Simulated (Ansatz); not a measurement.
Total density of states per atom from the program Ansatz at the r²SCAN level (PAW), in 0.25 eV bins, energy from the valence-band maximum:

```
E (eV) | states/eV/atom
    -6.00 |  0.00
    -5.75 | ### 0.12
    -5.50 | ######### 0.35
    -5.25 | ################ 0.60
    -5.00 | ############################ 1.06
    -4.75 | ########################## 0.99
    -4.50 | ##################### 0.80
    -4.25 | ##################### 0.80
    -4.00 | ################## 0.68
    -3.75 | ############# 0.52
    -3.50 | ################ 0.61
    -3.25 | ################# 0.65
    -3.00 | ############### 0.57
    -2.75 | ################ 0.61
    -2.50 | ######################### 0.95
    -2.25 | #################### 0.77
    -2.00 | ##################### 0.80
    -1.75 | ######################## 0.92
    -1.50 | ######################## 0.92
    -1.25 | ######################### 0.96
    -1.00 | ###################### 0.86
    -0.75 | ################### 0.72
    -0.50 | ########### 0.44
    -0.25 | ####### 0.26
     0.00 | # 0.05
     0.25 |  0.00
     0.50 |  0.00
     0.75 |  0.00
     1.00 |  0.00
     1.25 |  0.00
     1.50 |  0.00
     1.75 |  0.00
     2.00 |  0.00
     2.25 |  0.00
     2.50 |  0.00
     2.75 | ###### 0.25
     3.00 | ####################### 0.90
     3.25 | ######################### 0.95
     3.50 | ################### 0.73
     3.75 | ############################## 1.16
     4.00 | ########################## 0.99
     4.25 | ############################ 1.08
     4.50 | ################# 0.67
     4.75 | ############### 0.59
     5.00 | ############################ 1.09
     5.25 | #################### 0.77
     5.50 | ########### 0.41
     5.75 | ################## 0.69
     6.00 | ############### 0.58
     6.25 | #################### 0.76
     6.50 | ########## 0.38
     6.75 | ############## 0.55
     7.00 | ################ 0.61
     7.25 | #### 0.16
     7.50 |  0.01
```

Pick the material that matches.
(A) TiO2, P2_1/c (Ti on 4e, O on 4e, O on 4e)
(B) LuTiGe, P4/nmm (Lu on 2c, Ti on 2a, Ge on 2c)
(C) SnO, P4_2/mmc (Sn on 2c, O on 2e)
(D) FeO, rock salt

A, TiO2, P2_1/c (Ti on 4e, O on 4e, O on 4e). Top 1 eV of the valence band: O 2p 91 %, Ti 3d 7 %. Bottom 1 eV of the conduction band: Ti 3d 89 %, O 2p 9 %. Projections are on Löwdin-orthogonalised atomic valence shells; empty p or d shells of many metals are not among them.

The first step of the workflow began from a Materials Project structure, measured or hypothetical; the Crystallography Open Database files this formula in space group No. 14, but the cells were not matched. It is not the phase usual at ambient conditions (space group No. 61, 136, 141). Symmetry was held in the r²SCAN relaxation; its stability against distortions is not shown here. The run is not spin-polarised.

Potentials: the later of the program's two PAW sets.
